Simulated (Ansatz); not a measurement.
Given:

Ag$_{3}$Au:
Space group Pm-3m (No. 221); a = 4.0582 Å, b = 4.0582 Å, c = 4.0582 Å, α = 90.00°, β = 90.00°, γ = 90.00°

```
atom  site  symmetry       x       y       z
----  ----  --------  ------  ------  ------
Ag      3c    4/mm.m  0.0000  0.5000  0.5000
Au      1a      m-3m  0.0000  0.0000  0.0000
```

This is the PBEsol-relaxed structure.

### Question
All from DFT-PBEsol in the program Ansatz with PAW potentials, unless another level is named. Predict the formation energy from the elements (no fitted shifts).

### Answer
-0.046 eV/atom.

### Question
What about the density of states at the Fermi level?

### Answer
0.26 states/eV per atom (mean over ±0.08 eV).

The workflow started from a Materials Project entry (that database holds measured and hypothetical structures alike); the Crystallography Open Database copy checked does not list it. Its standing as an ambient phase is unchecked. The cell was relaxed with PBEsol under the symmetry of its start; its stability against distortions is not shown here. No spin polarisation was allowed. The references are the lowest solids computed at this level, not always the standard phases. Spin–orbit coupling is left out wherever it is not named.

Potentials: the later of the program's two PAW sets.
